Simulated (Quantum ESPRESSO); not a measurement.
## Al2GaInP4 (a curve over one atom's position)

Computed values, not a measurement. The program is pw.x of Quantum ESPRESSO 7.5 (plane-wave density functional theory). The cell is made up: 8 atoms on a zincblende/diamond lattice, with randomly drawn elements, strain and displacements, not relaxed. PseudoDojo standard norm-conserving files (v0.5 for PBE, v0.4.1 for LDA and PBEsol) set the functional; there is no spin polarisation, spin-orbit coupling or dispersion term, and the masses in the input are unused placeholders.

Seven runs move atom 5 (P, counted in the order of the input) along x and keep all else fixed.

Input of the run at -0.0008:

```
&control calculation='scf', pseudo_dir='./dojo.nc.sr.pbe.v0_5.standard.upf', outdir='./o', disk_io='medium', tprnfor=.true., tstress=.true. /
&system ibrav=0, nat=8, ntyp=4, nbnd=32, ecutwfc=79.96652505, nosym=.true., tot_charge=0,
 occupations='smearing', smearing='fd', degauss=0.0018374661
/
&electrons conv_thr=7.350e-09, electron_maxstep=60, /
ATOMIC_SPECIES
Al 1.0 Al.upf
Ga 1.0 Ga.upf
In 1.0 In.upf
P 1.0 P.upf
CELL_PARAMETERS angstrom
5.6156 0.0024 -0.0207
0.0024 5.6589 0.0215
-0.0207 0.0215 5.5581
ATOMIC_POSITIONS angstrom
Al -0.0417 0.0215 0.0398
Al -0.0715 2.8299 2.8114
Ga 2.8095 0.0251 2.7174
In 2.7629 2.8071 0.0569
P 1.4622 1.4071 1.3604
P 1.4189 4.1731 4.1066
P 4.3489 1.476 4.2027
P 4.2604 4.2414 1.4159
K_POINTS automatic
4 4 4 1 1 1
```

| shift of atom 5 along x (Å) | free energy less that of the input shown (eV) | Fx on atom 5 (eV/Å) | Fy on atom 5 (eV/Å) | Fz on atom 5 (eV/Å) | pressure (GPa) | iterations |
| --- | --- | --- | --- | --- | --- | --- |
| -0.1392 | -0.1972 | -0.607 | -0.843 | 1.460 | 1.49 | 10 |
| -0.0697 | -0.1265 | -1.427 | -1.116 | 1.567 | 1.64 | 10 |
| -0.0517 | -0.0989 | -1.641 | -1.188 | 1.599 | 1.69 | 10 |
| -0.0008 | 0.0000 | -2.245 | -1.396 | 1.699 | 1.88 | 10 |
| +0.0462 | 0.1186 | -2.800 | -1.593 | 1.804 | 2.09 | 10 |
| +0.1102 | 0.3216 | -3.542 | -1.871 | 1.966 | 2.45 | 10 |

Question: one run is left out of the table, at -0.0233. Estimate its Fx on atom 5 (eV/Å).

Answer: -1.978. The whole row:

```
shift of atom 5 along x (Å)  free energy less that of the input shown (eV)  Fx on atom 5 (eV/Å)  Fy on atom 5 (eV/Å)  Fz on atom 5 (eV/Å)  pressure (GPa)  iterations
                    -0.0233                                        -0.0475               -1.978               -1.303                1.653            1.79          10
```

A cubic fit gives dFx/dx = -11.84 eV/Å² at zero shift. Across the table the free energy follows the integral of the force to within 0.1 meV. A rerun of one of the cells at 1377 eV and a 6 x 6 x 6 mesh moved values by no more than 0.006 eV in energy, 0.02 GPa in stress and 0.002 eV/Å in force.